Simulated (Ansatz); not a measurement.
A geometry of ZrCl4 away from equilibrium: step 2 of the relaxation of a generated cell, ZrCl4 placed in the AFLOW prototype AB4_oC20_41_a_2b (D1_c, as in Sn4Pt). Method: r2SCAN (plane waves to 500 eV, PAW, scalar-relativistic; Ansatz, a quantum-chemistry and plane-wave program). Γ-centred k-mesh 4×4×4 on the run's cell (coarser than for final values), Fermi–Dirac smearing 0.05 eV. The plane waves were selected for a different cell earlier on the path.

```xyz
10
Lattice="6.5452 0.0000 0.0000 0.0000 3.2897 6.0101 0.0000 -3.2897 6.0101" Properties=species:S:1:pos:R:3 pbc="T T T"
Zr     0.0000     0.0000     0.0025
Zr     3.2726     0.0000     6.0126
Cl     4.4452     2.1212     4.6175
Cl     2.0999    -2.1212     4.6175
Cl     1.1727     1.1685     4.6175
Cl     5.3725    -1.1685     4.6175
Cl     5.3726     1.1684     7.4135
Cl     1.1725    -1.1684     7.4135
Cl     2.1000     2.1213     7.4135
Cl     4.4451    -2.1213     7.4135
```

Q: Give the Cartesian forces on all atoms (eV/Å).

A: 
| atom | Fx | Fy | Fz |
|---|---|---|---|
| Zr1 | 0.00 | 0.00 | 0.02 |
| Zr2 | 0.00 | 0.00 | 0.02 |
| Cl3 | 0.31 | -0.18 | 0.57 |
| Cl4 | -0.31 | 0.18 | 0.57 |
| Cl5 | 0.31 | 0.18 | 0.57 |
| Cl6 | -0.31 | -0.18 | 0.57 |
| Cl7 | -0.31 | 0.18 | -0.58 |
| Cl8 | 0.31 | -0.18 | -0.58 |
| Cl9 | -0.31 | -0.18 | -0.58 |
| Cl10 | 0.31 | 0.18 | -0.58 |

The path ends in Ccce (No. 68) at a tolerance of 0.01 Å, P4₂/nmc (No. 137) at 0.1 Å. No spin polarisation in the result. Without a van der Waals term the distances between weakly bound units are poorly fixed.

The run could not lose the symmetry of its start, so the end can be a saddle point.

The end of the path is a generated cell of ZrCl4: the first start was made by placing the elements on the sites of a structure type, and the end was not matched to a known phase here, so it may be hypothetical.
